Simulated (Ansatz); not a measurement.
# Ansatz run on Tl2H

System: Tl₂H (fluorite prototype, strained and with displaced atoms), 3 atoms in the cell.

Ansatz input (lattice in Å, positions in fractions of it)
```yaml
crystal:
  lattice:
    - [-3.19256, 0.074902, 3.108611]
    - [0.119532, 3.337691, 3.303046]
    - [-3.333506, 3.284202, -0.066044]
  atoms:
    - { symbol: H, position: [0.235642, 0.330125, 0.990704] }
    - { symbol: Tl, position: [0.478614, 0.591593, 1.256478] }
    - { symbol: Tl, position: [1.010609, 1.042267, 1.755925] }
kpoints:
  mp_grid: { grid: [2, 2, 2], shift: [0.5, 0.5, 0.5] }
hamiltonian:
  xc: pbe
  pseudopotentials: { kind: paw_fr, source: ansatz }
scf:
  occupations: { method: fermi_dirac, width: 0.15 }
output:
  forces: true
  stress: true
  eigenvalues: true
magnetization:
  noncollinear: true
  spin_orbit: true
```

The calculation used PBE with spin–orbit coupling, plane waves, PAW datasets (earlier set, tuned by hand) in Ansatz.

Output, in brief

```
Plane-wave cutoff used : 800 eV
Pressure               : 2.25 GPa
Largest force          : 0.600 eV/Å on Tl3
Smearing term TS       : 49.2 meV/atom
Gap on the mesh        : none (metallic)
Valence electrons      : 43
Irreducible k-points   : 4
CPU time               : of the order of 24 core-seconds on a shared host
```

```csv
atom,Fx (eV/Å),Fy (eV/Å),Fz (eV/Å)
H1,0.046,-0.003,0.018
Tl2,0.385,-0.279,-0.326
Tl3,-0.431,0.282,0.308
```

Stress tensor in GPa, compression positive:
```
 4.61 -0.89  1.54
-0.89 -0.66  3.82
 1.54  3.82  2.79
```

The stress includes the program's correction for the finite plane-wave basis.

The k-mesh is coarse, so these values belong to this mesh and can lie far from the converged ones. The elements were drawn onto a prototype; most such cells aren't known phases.
